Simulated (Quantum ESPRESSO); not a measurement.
## Kohn-Sham bands of PbIF (P4/nmm)

```
PbIF
1.0
    4.23585     0.00000     0.00000
    0.00000     4.23585     0.00000
    0.00000     0.00000     9.45970
Pb I F
2 2 2
Cartesian
  0.00000   2.11793  -1.48773
  2.11793   0.00000   1.48773
  2.11793   0.00000  -3.10439
  0.00000   2.11793   3.10439
  0.00000   0.00000   0.00000
  2.11793   2.11793   0.00000
```

Structure: Materials Project mp-22969, symmetrised, not relaxed again. COD (Crystallography Open Database) has an entry of this formula and space group (matched by these alone). Computed values, not measurements, from PBEsol: Quantum ESPRESSO (norm-conserving PseudoDojo potentials, cutoff 68 Ry, no spin polarisation, no spin-orbit coupling) on a Γ-centred 4×4×4 mesh, then Wannier90. Density: 8×8×4 mesh, cold smearing 0.01 Ry. Spin-orbit coupling is left out although heavy elements are present.

**Question.** List the Kohn-Sham levels between −8 and 5.0 eV relative to the valence-band maximum at the high-symmetry points, as a band run of pw.x on that density gives them (levels within 2 meV counted together).

**Answer.** 
```json
[
 {"point": "Γ", "k (reciprocal lattice)": "0.000 0.000 0.000", "levels (eV)": "-7.29, -6.51, -4.51 (×2), -3.49, -3.22 (×2), -2.65, -1.22, -0.74 (×2), -0.61 (×2), -0.20, 2.16, 3.44"},
 {"point": "X", "k (reciprocal lattice)": "0.000 0.500 0.000", "levels (eV)": "-7.51 (×2), -4.18 (×2), -3.86 (×2), -3.42 (×2), -1.40 (×2), -0.62 (×2), -0.19 (×2), 3.46 (×2), 4.24 (×2), 4.77 (×2)"},
 {"point": "M", "k (reciprocal lattice)": "0.500 0.500 0.000", "levels (eV)": "-7.47 (×2), -4.40 (×2), -3.47 (×2), -3.00 (×2), -2.57 (×2), -1.72 (×2), -0.67 (×2), 2.92 (×2), 3.80 (×2), 4.89 (×2)"},
 {"point": "Z", "k (reciprocal lattice)": "0.000 0.000 0.500", "levels (eV)": "-7.33, -6.48, -4.50 (×2), -3.49, -3.22 (×2), -2.63, -1.33, -0.86 (×2), -0.48 (×2), 0.00, 1.97, 3.34, 4.89 (×2)"},
 {"point": "R", "k (reciprocal lattice)": "0.000 0.500 0.500", "levels (eV)": "-7.51 (×2), -4.15 (×2), -3.86 (×2), -3.46 (×2), -1.30 (×2), -0.72 (×2), -0.19 (×2), 3.47 (×2), 4.25 (×2), 4.66 (×2)"},
 {"point": "A", "k (reciprocal lattice)": "0.500 0.500 0.500", "levels (eV)": "-7.47 (×2), -4.42 (×2), -3.44 (×2), -3.00 (×2), -2.25 (×2), -2.09 (×2), -0.72 (×2), 3.46 (×2), 3.75 (×2), 4.22 (×2)"}
]
```
